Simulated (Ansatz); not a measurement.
Given:

TaO₃:
```xyz
4
Lattice="3.9254 0.0000 0.0000 0.0000 3.9254 0.0000 0.0000 0.0000 3.9254" Properties=species:S:1:pos:R:3 pbc="T T T"
Ta     1.9627     1.9627     1.9627
O      0.0000     1.9627     1.9627
O      1.9627     0.0000     1.9627
O      1.9627     1.9627     0.0000
```
The run is spin-polarised; directions of the spins, atom by atom: 0 ↑ ↑ ↑.

This is the PBEsol-relaxed structure.

### Question
All from the program Ansatz at the PBEsol level (PAW), unless another level is named. Predict the electronic character.

### Answer
metallic (no gap).

### Question
Predict the density of states at the Fermi level.

### Answer
0.58 states/eV per atom (mean over ±0.08 eV).

### Question
And the formation energy from the elements (no fitted shifts)?

### Answer
-2.21 eV/atom.

Space group Pm-3m (ReO3 type). The workflow started from a Materials Project entry (that database holds measured and hypothetical structures alike); the Crystallography Open Database copy checked does not list it. Its standing as an ambient phase is unchecked. Symmetry was held in the PBEsol relaxation, as lowered by the spin order; its stability against distortions is not shown here. Magnetic state: ferrimagnetic, the only order run, not a proven ground state. The cell computed holds one magnetic atom, so no antiferromagnetic order was within reach. No Hubbard U is applied. The references are the lowest solids computed at this level, not always the standard phases (solids in place of the gases). Spin–orbit coupling is left out wherever it is not named.

Potentials: the later of the program's two PAW sets.
